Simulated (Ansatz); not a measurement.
The relaxed structure here is a generated cell of MgO: the first start was made by placing the elements on the sites of a structure type, and the end was not matched to a known phase here, so it may be hypothetical. Known forms of MgO include space group No. 225.

The end point of a relaxation of MgO. Space group Pm-3m (No. 221), CsCl type. The numbers are results of PBEsol (plane waves to 420 eV, PAW, scalar-relativistic; Ansatz, an electronic-structure program), not measurements.

```xyz
2
Lattice="2.6333 0.0000 0.0000 0.0000 2.6333 0.0000 0.0000 0.0000 2.6333" Properties=species:S:1:pos:R:3 pbc="T T T"
Mg     0.0000     0.0000     0.0000
O      1.3167     1.3167     1.3167
```

Problem. Give the band gap at the level PBEsol.

Solution. 2.47 eV, indirect (valence top at M, conduction bottom at Γ) (no spin-orbit coupling).

Problem. What is the computed smallest direct gap (PBEsol)?

Solution. 3.48 eV at Γ.

No spin polarisation in the result.

The run could not lower the symmetry of its start; a shaken copy of this end point relaxes with PBEsol to P6₃/mmc (No. 194), 586 meV/atom lower.
